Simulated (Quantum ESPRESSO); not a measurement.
W3Au2RuAl2, one composition in several site orders

A calculation, not a measurement. The program is pw.x of Quantum ESPRESSO 7.5 (plane-wave density functional theory). The cell is made up: eight metal atoms on a face-centred cubic lattice, with elements, volume, strain and displacements drawn at random and not relaxed, so it may be unstable or far from any real phase. PseudoDojo standard norm-conserving files set the functional (PBE unless stated); there is no spin polarisation or spin-orbit coupling, the Fermi-Dirac width of 0.25 eV means electrons at about 2900 K, and the masses in the input are unused placeholders. Heavy elements are run without spin-orbit coupling, which real alloys of them have. A spin test at this wide smearing found no moment, but such smearing suppresses magnetism that the real alloy may have.

The runs put one composition on the sites in different orders. Cell, positions, cutoff, mesh and smearing stay as in the input of run 1; sites are counted in its order. Stress in the tables is positive in tension.

Input of run 1:

```
&control calculation='scf', pseudo_dir='./dojo.nc.sr.pbe.v0_5.standard.upf', outdir='./o', disk_io='minimal', tprnfor=.true., tstress=.true. /
&system ibrav=0, nat=8, ntyp=4, nbnd=64, ecutwfc=84.00895049, nosym=.true., tot_charge=0,
 occupations='smearing', smearing='fd', degauss=0.0183746611
/
&electrons conv_thr=1.470e-08, electron_maxstep=70, mixing_beta=0.5 /
ATOMIC_SPECIES
Al 1.0 Al.upf
Au 1.0 Au.upf
Ru 1.0 Ru.upf
W 1.0 W.upf
CELL_PARAMETERS angstrom
-0.0201 -2.0446 -2.0093
-0.0223 4.1421 -4.0715
8.2435 0.0179 0.0624
ATOMIC_POSITIONS angstrom
W 0.0548 0.0103 0.0145
Au 4.1091 0.0175 0.0239
Ru -0.0559 2.125 -2.0149
Al 4.0767 2.0476 -2.0887
Au 1.9741 0.0561 -2.1227
W 6.1389 -0.0182 -2.0123
Al 2.0015 1.938 -3.99
W 6.1445 2.2139 -4.0395
K_POINTS automatic
8 4 3 1 1 1
```

| run | elements on sites 1 to 8 | free energy less that of run 1 (eV) | -TS (eV) | pressure (GPa) | stress xx (GPa) | stress yy (GPa) | stress zz (GPa) | stress yz (GPa) | stress xz (GPa) | stress xy (GPa) | iterations |
| --- | --- | --- | --- | --- | --- | --- | --- | --- | --- | --- | --- |
| 1 | W Au Ru Al Au W Al W | 0.000 | -1.409 | -11.46 | 10.67 | 12.53 | 11.20 | -1.98 | -0.30 | 0.95 | 19 |
| 2 | W W W Al Ru Au Au Al | 0.495 | -1.244 | -12.57 | 11.80 | 13.68 | 12.22 | -3.14 | 2.83 | -2.00 | 18 |
| 3 | Al W W Ru Au W Au Al | 0.823 | -1.497 | -10.29 | 9.94 | 10.35 | 10.58 | -0.14 | 0.11 | -0.63 | 18 |
| 4 | W W Ru Al Au Al Au W | 0.778 | -1.508 | -10.63 | 10.78 | 11.26 | 9.86 | 0.68 | -0.14 | -0.51 | 18 |
| 5 | Al Au Al Au Ru W W W | 0.756 | -1.413 | -12.07 | 9.29 | 13.98 | 12.94 | -1.49 | 1.22 | 0.52 | 18 |
| 6 | Al Au Al Ru Au W W W | 0.330 | -1.214 | -12.74 | 14.40 | 12.49 | 11.32 | 0.55 | 1.81 | -0.38 | 17 |

Forces Fx Fy Fz (eV/Å):

```
site              run 1             run 2             run 3              run 4             run 5             run 6
   1  -0.78 -0.10 -0.07   0.52 0.43 -0.63  -0.23 0.08 -0.14   -0.61 -0.30 0.12   0.26 0.14 -0.32  -0.24 -0.22 0.05
   2   -0.49 -0.21 0.33  -0.84 0.05 -0.05   0.18 0.08 -0.19   0.18 -0.25 -0.12  -0.63 0.02 -0.04  -0.14 -0.25 0.18
   3  -1.24 -0.03 -0.27   0.45 -0.54 0.07  -1.58 -0.19 0.17  -1.83 -0.06 -0.12   0.08 -0.37 0.07  -0.41 0.01 -0.31
   4    0.84 -0.13 0.41  -0.55 -0.26 0.37   1.64 -0.09 0.08    0.37 -0.02 0.19    0.59 0.02 0.28   1.02 0.75 -0.62
   5     0.39 0.08 0.13  -0.26 -1.51 1.60   0.46 -1.09 1.38    0.54 -0.94 1.19  -0.88 0.16 -0.03  -0.38 -0.90 1.01
   6    1.21 0.33 -0.46   0.01 0.46 -0.10  -0.41 0.41 -0.61    0.56 0.51 -0.40   0.72 0.14 -0.04   0.11 0.47 -0.33
   7   -0.97 0.55 -0.38   0.42 1.44 -1.12   0.19 1.50 -1.24    0.22 1.41 -1.16   -0.67 0.29 0.06   0.33 1.02 -0.57
   8    1.04 -0.49 0.31  0.25 -0.07 -0.14  -0.25 -0.71 0.54    0.57 -0.36 0.31   0.54 -0.40 0.02  -0.29 -0.89 0.59
```

The sites are displaced and not relaxed, so the energy differences mix bonding between neighbours with strain and are not ordering energies. A rerun of one cell of this series at a higher cutoff and on a denser mesh moved values by no more than 0.005 eV in energy, 0.15 GPa in stress and 0.020 eV/Å in force, and a second program with other atomic files agreed on that cell to 2 % rms in force and 0.5 GPa in pressure.